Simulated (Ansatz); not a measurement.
ZnO (wurtzite)

```xyz
4
Lattice="3.2799 0.0000 0.0000 -1.6400 2.8405 0.0000 0.0000 0.0000 5.2941" Properties=species:S:1:pos:R:3 pbc="T T T"
Zn     1.6400     0.9468     0.0113
Zn     0.0000     1.8937     2.6584
O      1.6400     0.9468     3.2985
O      0.0000     1.8937     0.6515
```

This relaxed cell (volume V₀) is scaled evenly in all directions, its shape held. The atoms relax within the cell's symmetry.

Level of theory: PBE (plane waves to 420 eV, PAW, scalar-relativistic; Ansatz, an electronic-structure program). k mesh 12×12×6 (Γ-centred), Fermi-Dirac smearing 0.05 eV. The energy includes the smearing's −TS. Compression counts positive. With the shape held, the modulus is that of even scaling; a crystal free to change shape is softer. The PAW data are Ansatz's earlier set. ZnO was relaxed with its symmetry unable to fall. The zero of ΔE is the relaxed starting cell.

| V (Å³/atom) | ΔE (meV/atom) |
|---|---|
| 10.358 | 174.4 |
| 10.687 | 114.5 |
| 11.015 | 69.4 |
| 11.344 | 37.0 |
| 11.673 | 15.6 |
| 12.002 | 3.7 |
| 12.331 | 0.0 |
| 12.660 | 3.4 |
| 12.988 | 12.9 |
| 13.317 | 27.7 |
| 13.646 | 47.1 |
| 13.975 | withheld |
| 14.304 | 97.2 |

Q: Fit a third-order Birch-Murnaghan form (E₀, V₀, B₀, B₀′ free) to the given rows and predict ΔE at V = 13.975.

A: Least squares on the 12 given rows: ΔE = E₀ + (9V₀B₀/16)·y²·[2 + (B₀′ − 4)y], y = (V₀/V)^(2/3) − 1, with V₀ = 12.330 Å³/atom, B₀ = 129.1 GPa (160.2 GPa = 1 eV/Å³; the term in eV is multiplied by 1000), B₀′ = 4.45, E₀ = 0.02 meV/atom; root-mean-square residual 0.04 meV/atom. At 13.975 the fit gives 70.4 meV/atom; the calculation gives 70.4 meV/atom, the same to the digits shown. For the pressure the fit gives -12.2 GPa against the computed -12.3 GPa.

(Under strain, the slope of the energy per volume gives the stress and its curvature an elastic modulus.)
